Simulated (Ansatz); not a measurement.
Input file for Ansatz (a program for electronic structure):

Ansatz 0.2 input:
```yaml
crystal:
  lattice:
    - [0.0, 2.1781677584, 2.1781677584]
    - [2.1781677584, 0.0, 2.1781677584]
    - [2.1781677584, 2.1781677584, 0.0]
  atoms:
    - { symbol: C, position: [0.75, 0.75, 0.75] }
    - { symbol: Si, position: [0.0, 0.0, 0.0] }
kpoints:
  mp_grid: { grid: [9, 9, 9] }
hamiltonian:
  xc: r2scan
  pseudopotentials: { kind: paw }
scf:
  occupations: { method: fixed }
output:
  optics: { e_range: [0.0, 15.0], de: 0.05, sigma: 0.1, bands: { spectra_wanted_up_to: 12 eV } }
```

Output (shortened):

```
output.optics: the spectra are integrated over the Brillouin zone by k·p interpolation around the k-points, where levels, occupations, output.optics.sigma and …
Pseudopotential: C, paw, valence charge 4
Pseudopotential: Si, paw, valence charge 4
Functional definition: r2SCAN
Crystal: 2 atoms, lattice volume = 20.668 Å³
Basis set: ecut = 500 eV, 531 PW (Γ), exchange–correlation on 96×96×96 points (64 copies of the dense FFT grid, shifted against one another)
Bands: 8, of which v1, the nominal top of the filled ones, is band 4 counted from 1 (3 counted from 0)
Symmetry: 24 space group operations
Space group: F-43m (ITA 216), of the structure as read, at distance tolerance 2.7e-5 Å
k-points: 35 of 729 (time reversal used)
SCF iter   1: F=—  HF=-891.289355 eV  |F-HF|=—  |Δ(HF+E_count)|=         —  Δρ=5.87e-3  dr2=4.80e-3  dr2_τ=1.95e-1  ethr=1.77e-3  ⟨swp⟩=5.1  Hψ=1990  notcnv=0  defer=60
preconditioner: auto → none
SCF iter   2: F=—  HF=-891.333699 eV  |F-HF|=—  |Δ(HF+E_count)|=   4.43e-2  Δρ=3.99e-3  dr2=1.78e-3  dr2_τ=3.48e-5  ethr=6.00e-5  ⟨swp⟩=2.1  Hψ=778  notcnv=0  defer=64
SCF iter   3: F=—  HF=-891.333660 eV  |F-HF|=—  |Δ(HF+E_count)|=   3.89e-5  Δρ=1.06e-3  dr2=1.91e-4  dr2_τ=5.36e-6  ethr=2.22e-5  ⟨swp⟩=2.6  Hψ=481  notcnv=0  defer=64
SCF iter   4: F=—  HF=-891.333685 eV  |F-HF|=—  |Δ(HF+E_count)|=   2.57e-5  Δρ=1.06e-4  dr2=1.85e-6  dr2_τ=4.55e-7  ethr=2.39e-6  ⟨swp⟩=2.3  Hψ=479  notcnv=0  defer=64
SCF iter   5: F=—  HF=-891.333687 eV  |F-HF|=—  |Δ(HF+E_count)|=   2.20e-6  Δρ=5.59e-5  dr2=5.55e-7  dr2_τ=2.46e-8  ethr=2.32e-8  ⟨swp⟩=2.0  Hψ=411  notcnv=0
SCF iter   6: F=—  HF=-891.333687 eV  |F-HF|=—  |Δ(HF+E_count)|=   4.04e-7  Δρ=2.56e-5  dr2=1.15e-7  dr2_τ=8.05e-10  ethr=6.94e-9  ⟨swp⟩=2.0  Hψ=385  notcnv=0
SCF iter   7: F=—  HF=-891.333687 eV  |F-HF|=—  |Δ(HF+E_count)|=   3.54e-9  Δρ=5.45e-6  dr2=5.26e-9  dr2_τ=3.88e-11  ethr=1.43e-9  ⟨swp⟩=2.0  Hψ=416  notcnv=0
SCF iter   8: F=—  HF=-891.333687 eV  |F-HF|=—  |Δ(HF+E_count)|=  3.47e-11  Δρ=6.89e-7  dr2=8.31e-11  dr2_τ=6.27e-13  ethr=6.57e-11  ⟨swp⟩=2.2  Hψ=414  notcnv=0
SCF iter   9: F=-891.333687 eV  HF=-891.333687 eV  |F-HF|=4.55e-13  |Δ(HF+E_count)|=  2.16e-12  Δρ=6.31e-8  dr2=6.70e-13  dr2_τ=5.98e-15  ethr=1.00e-12  ⟨swp⟩=3.9  Hψ=1097  notcnv=0
SCF 1 converged in 9 iterations: F = -891.333687 eV  dr2 = 6.70e-13
NSCF: frozen V_eff on 35 k-points
Optics k sum: 0 of 35 k-points
Optics k sum: 2 of 35 k-points
Optics k sum: 4 of 35 k-points
Optics k sum: 6 of 35 k-points
Optics k sum: 7 of 35 k-points
Optics k sum: 9 of 35 k-points
Optics k sum: 11 of 35 k-points
Optics k sum: 13 of 35 k-points
Optics k sum: 14 of 35 k-points
Optics k sum: 16 of 35 k-points
Optics k sum: 18 of 35 k-points
Optics k sum: 20 of 35 k-points
Optics k sum: 21 of 35 k-points
Optics k sum: 23 of 35 k-points
Optics k sum: 25 of 35 k-points
Optics k sum: 27 of 35 k-points
Optics k sum: 28 of 35 k-points
Optics k sum: 30 of 35 k-points
Optics k sum: 32 of 35 k-points
Optics k sum: 34 of 35 k-points
Optics k sum: 35 of 35 k-points
Optics k sum: 0 of 35 k-points
Optics k sum: 2 of 35 k-points
Optics k sum: 4 of 35 k-points
Optics k sum: 6 of 35 k-points
Optics k sum: 7 of 35 k-points
Optics k sum: 9 of 35 k-points
Optics k sum: 11 of 35 k-points
Optics k sum: 13 of 35 k-points
Optics k sum: 14 of 35 k-points
Optics k sum: 16 of 35 k-points
Optics k sum: 18 of 35 k-points
Optics k sum: 20 of 35 k-points
Optics k sum: 21 of 35 k-points
Optics k sum: 23 of 35 k-points
Optics k sum: 25 of 35 k-points
Optics k sum: 27 of 35 k-points
Optics k sum: 28 of 35 k-points
Optics k sum: 30 of 35 k-points
Optics k sum: 32 of 35 k-points
Optics k sum: 34 of 35 k-points
Optics k sum: 35 of 35 k-points
NSCF: frozen V_eff on 1 k-points
NSCF: frozen V_eff on 1 k-points
NSCF: frozen V_eff on 1 k-points
NSCF: frozen V_eff on 1 k-points
output.optics: what the bands over the 12 summed would add to eps1, eps2 and the energy-loss function is held between a lower and an upper bound (5 Lanczos …
SCF converged after 9 iterations
Free energy (F): -891.333687 eV
Harris-Foulkes:  -891.333687 eV  (|F-HF|=4.55e-13)
Internal energy: -891.333687 eV  (E = F + TS)
E sigma→0 (E₀):  -891.333687 eV
Fermi energy:    9.375869 eV
--- Per-component energies (eV) ---
  E_band       = 25.560887
  E_kinetic    = 136.038846
  E_local      = -103.558608  (includes V_loc(G=0)·N_el)
  E_nonlocal   = 50.370367
  E_hartree    = 32.461131
  E_xc         = -101.358066
  E_vxc        = -118.637276  (∫ρ·V_xc dr)
  E_paw        = -620.293568  (= ΣΔE_a)
  E_vpaw       = -9.143427  (= ΣTr[D̂ρ^β])
  E_aug_tail   = 0.000008  (compensation charges beyond the density's cutoff)
  E_vtau       = 5.568710  (kinetic-family band-sum trace: ∫τ·v_τ [+ j·A + Jᵃ·Aᵃ] dr)
  E_ewald      = -284.892591
  E_core_change = -0.101207  (= ΣΔE_core)
  E_smearing   =  0.000000  (= −TS)
  E_closure    =  0.000000  (closes the sum)
  Σ components = -891.333687   (vs F -891.333687, Δ=0.00e0)
  [band-id]    e_kinetic+e_local+e_nonlocal+2·e_hartree+e_vxc+e_vpaw+e_augmentation_tail+e_vtau = 25.560882   (vs E_band 25.560887, Δ=-5.24e-6)
--- Band table (eV; the first three rows and the last of 35) ---
  k-point 0: bands = ["-6.8137", "9.3759", "9.3759", "9.3759", "16.1917", "17.2346", "17.2346", "17.2346"]
  k-point 1: bands = ["-6.5637", "8.1129", "9.2063", "9.2063", "16.4476", "17.5429", "17.5429", "17.6895"]
  k-point 2: bands = ["-5.8298", "5.5776", "8.8367", "8.8367", "16.0519", "17.8868", "17.8868", "19.2079"]
  k-point 34: bands = ["-1.7251", "2.1560", "4.1056", "5.1307", "14.9443", "18.8512", "19.0833", "21.4154"]
```

Cost: roughly 11 core-seconds on shared cores.

Symmetry was held in the r²SCAN relaxation.

Potentials: the later of the program's two PAW sets.

Ansatz is a plane-wave DFT program.
